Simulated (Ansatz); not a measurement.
**Course of a relaxation: LiAs5**

Recipe of this trial structure of LiAs5: 6-connected net of one element, guests in its cages (P6_3/mcm, No. 193) (guest Li). Lengths were set from tabulated atomic sizes, so they are only a guess.

```
Li As
1.0
     5.35220    0.00000    0.00000
    -2.67610    4.63514    0.00000
     0.00000    0.00000    6.31601
Li As
2 10
Direct
  0.00000 0.00000 0.00000
  0.00000 0.00000 0.50000
  0.27462 0.00000 0.25000
  0.00000 0.27462 0.25000
  0.72538 0.72538 0.25000
  0.72538 0.00000 0.75000
  0.00000 0.72538 0.75000
  0.27462 0.27462 0.75000
  0.33333 0.66667 0.00000
  0.66667 0.33333 0.50000
  0.66667 0.33333 0.00000
  0.33333 0.66667 0.50000
```

The calculation used DFT PBE, scalar-relativistic, plane waves, PAW (Ansatz 0.2.0). Cutoff 420 eV, Gaussian smearing, Γ-centred meshes. Cell and atoms relax first on a coarse mesh and then on a finer one. In between, the cell is made exact in the group found at 0.06 Å. In metals the finer mesh still leaves noise of several meV/atom or more. The steps can't lower the symmetry of their start. No spin polarisation.

Steps on the 6×6×4 mesh (12 atoms, 11 steps). The free energy counts from the last step; the plane-wave basis is renewed at times, which shifts energy and pressure.

```csv
step,ΔF (meV/atom),V (Å³/atom),P (GPa),largest force component (eV/Å)
1,958.5,13.06,57.61,2.601
2,449.1,14.90,28.68,1.772
3,167.4,16.96,10.24,1.008
4,75.3,18.44,1.96,0.751
5,37.6,18.83,1.02,0.136
6,28.7,19.09,-0.01,0.070
7,28.3,19.14,-0.06,0.002
8,5.6,19.14,1.88,0.008
9,0.5,19.67,0.27,0.016
10,0.1,19.81,0.00,0.005
11,0.0,19.81,-0.01,0.005
```

The relaxed structure, after a last relaxation on the converged mesh:

```cif
data_structure
_symmetry_space_group_name_H-M 'P 1'
_symmetry_Int_Tables_number 1
_cell_length_a 6.4551
_cell_length_b 6.4551
_cell_length_c 6.6015
_cell_angle_alpha 90.000
_cell_angle_beta 90.000
_cell_angle_gamma 120.000
_cell_volume 238.22
loop_
_atom_site_label
_atom_site_type_symbol
_atom_site_fract_x
_atom_site_fract_y
_atom_site_fract_z
_atom_site_occupancy
Li1 Li 0.00000 0.00000 0.00000 1
Li2 Li 0.00000 0.00000 0.50000 1
As1 As 0.33963 0.00000 0.25000 1
As2 As 0.00000 0.33963 0.25000 1
As3 As 0.66037 0.66037 0.25000 1
As4 As 0.66037 0.00000 0.75000 1
As5 As 0.00000 0.66037 0.75000 1
As6 As 0.33963 0.33963 0.75000 1
As7 As 0.33333 0.66667 0.00000 1
As8 As 0.66667 0.33333 0.50000 1
As9 As 0.66667 0.33333 0.00000 1
As10 As 0.33333 0.66667 0.50000 1
```

The symmetry stays P6_3/mcm (No. 193). The volume per atom grows by 52.0 %, from 13.1 to 19.9 Å³. The shortest distance goes from 2.16 Å (Li–As) to 2.70 Å (As–As). The ratio c/a of the conventional cell changes by a factor of 0.87. The energy falls by about 0.96 eV/atom (the start's value is from the coarse mesh). Li is surrounded by 6 As at 2.74 Å; As on a site of symmetry m2m has 4 As at 2.70 Å and 2 Li at 2.74 Å; around As on a site of symmetry 32 lie 6 As at 2.70 Å.

```json
{
 "Volume per atom": "19.85 Å³",
 "Density": "5.32 g/cm³",
 "Energy over the elements": "+0.04 eV/atom",
 "Gap on the 6×6×6 mesh of the 12-atom cell": "0 eV (a metal)"
}
```

The zero of energy is the elements' standard structures at the same level; no fitted shifts are applied.

The last run used Gaussian smearing of 0.10 eV. The reference form of As is held partly by dispersion forces, which this level lacks. Symmetry constrained the relaxation, so the result can be a saddle point. In all, the 3 runs took 12 min on 1 thread of Intel(R) Xeon(R) Processor @ 2.50GHz (Skylake/Cascade Lake), with other jobs on the host.
